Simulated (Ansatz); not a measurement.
The computed numbers are results of PBEsol, scalar-relativistic (collinear spin) in the plane-wave PAW code Ansatz at 420 eV, 8×8×8 k-mesh, Gaussian smearing of 0.05 eV; PAW files: Ansatz's generated set soft_2.

A crystal of composition XS2, relaxed at this level of theory, gives this pattern between 10° and 80°.

Cu Kα1 powder pattern (kinematic, no thermal factors).
```tsv
2θ (°)	relative intensity
23.62	100
27.34	16
39.05	83
46.15	51
48.33	5
56.42	14
62.01	21
63.80	7
70.75	28
75.76	16
```

Which lattice and cell does the pattern come from?

Cubic, space group Fm-3m (No. 225), a = 6.518 Å, b = 6.518 Å, c = 6.518 Å, α = 90.00°, β = 90.00°, γ = 90.00°. The line positions fix the lattice at most, not the space group, and lines under 1 % of the strongest aren't listed; this is the group of the computed cell.

A compound XS2 has these computed properties.

```yaml
Band_gap: zero (metallic)
Density_of_states_at_the_Fermi_level: about 3 states/(eV·atom)
Magnetic_state: ferromagnetic (the only order tried)
Site_spin_moments: X 6.27; S -0.26 μB
Spin_moment_of_the_cell: 5.78 μB
f_electrons_orthogonalised_atomic_orbitals: X 6.54
Formation_energy_from_the_elements_0_K_uncorrected: -1.23 eV/atom
Bulk_modulus_Birch–Murnaghan: 62 GPa
Pressure_derivative_B0′: 4.3
```

Sites: X on 4a, S on 8c.

Which element is X?
A. Tb
B. Gd
C. Pm
D. Eu

D. X is Eu, so the compound is EuS2.

The structure was built from a prototype; whether the compound forms in it isn't claimed.

Without a U the 4f levels of Eu lie too near the Fermi level, so their share of the states there, and what hangs on it, is overstated. Scalar-relativistic only: spin–orbit splittings of the heavy atoms' levels are missing. The run wasn't fully tested for a lower electronic state. Site moments are of spin, integrated over atomic spheres. No antiparallel order was tried.
